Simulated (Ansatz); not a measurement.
# Vibrational response of NaAl2O3

Level of theory: Ansatz, DFT PBE, scalar-relativistic, plane waves, PAW. Settings: 420 eV plane-wave cutoff, Γ-centred 8×8×8 mesh, Gaussian smearing of 0.10 eV. No spin polarisation. Phonons by linear response, acoustic sum rule imposed.

The cell, relaxed at this level:
```xyz
6
Lattice="2.6872 -4.6761 0.2598 2.6872 4.6761 0.2598 -0.3525 0.0000 3.6147" Properties=species:S:1:pos:R:3 pbc="T T T"
Na    3.1399    0.0000    1.4313
Al    2.9637   -3.1174    3.2387
Al    2.9637    3.1174    3.2387
O     2.0063   -1.6658    3.1466
O     2.0063    1.6658    3.1466
O     4.8784    0.0000    3.4227
```

The structure comes from a generated guess, relaxed at this level; another structure or a mixture of phases may lie lower. In a metal, frequencies depend on the k mesh and the smearing, soft modes most.

Q: Is this structure stable against zone-centre distortions?

A: Yes, at Γ: no optical mode is imaginary. Strains and other wave vectors aren't tested by this run.

Q: List the optical modes at Γ (i marks imaginary ones).

A:
| frequency (cm⁻¹) | degeneracy |
| --- | --- |
| 80 | 1 |
| 91 | 1 |
| 91 | 1 |
| 105 | 1 |
| 146 | 1 |
| 146 | 1 |
| 170 | 1 |
| 288 | 1 |
| 288 | 1 |
| 405 | 1 |
| 668 | 1 |
| 668 | 1 |
| 693 | 1 |
| 854 | 1 |
| 854 | 1 |
